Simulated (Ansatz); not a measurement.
Polymorphs of BAs, each relaxed with plane-wave PAW LDA (Ansatz code):

A: Pnma
a = 6.534 Å, b = 3.379 Å, c = 5.621 Å, α = 90.00°, β = 90.00°, γ = 90.00°

| atom | site | symmetry | x | y | z |
|---|---|---|---|---|---|
| B | 4c | .m. | 0.1602 | 0.2500 | 0.4008 |
| As | 4c | .m. | 0.3365 | 0.2500 | 0.1087 |

B: wurtzite (P6_3mc)
a = 3.3289 Å, b = 3.3289 Å, c = 5.5137 Å, α = 90.00°, β = 90.00°, γ = 120.00°

| atom | site | symmetry | x | y | z |
|---|---|---|---|---|---|
| B | 2b | 3m. | 0.3333 | 0.6667 | 0.3745 |
| As | 2b | 3m. | 0.3333 | 0.6667 | 0.0005 |

**Question.** Rank these by energy per atom at 0 K (lowest first), as LDA gives it.

**Answer.** B (+0 meV/atom), A (+279 meV/atom)

**Question.** Give each one's gap.

**Answer.** A 0.38 eV; B 1.05 eV.

Typed or built starts, not in the databases checked: A. Not the usual ambient phase: A; B. Weakly bound layers, chains or molecules computed without a dispersion correction, so cells and soft constants are ill determined: A. All cells were relaxed under the symmetry of their starts (and spin orders); stability against distortions was not tested throughout. Scalar-relativistic: spin–orbit coupling is off unless named, which matters more the heavier the elements.

Energies hold the estimated change up to a 700 eV cutoff; steps of a few meV lie near the error of the meshes.

Potentials: the later of the program's two PAW sets.
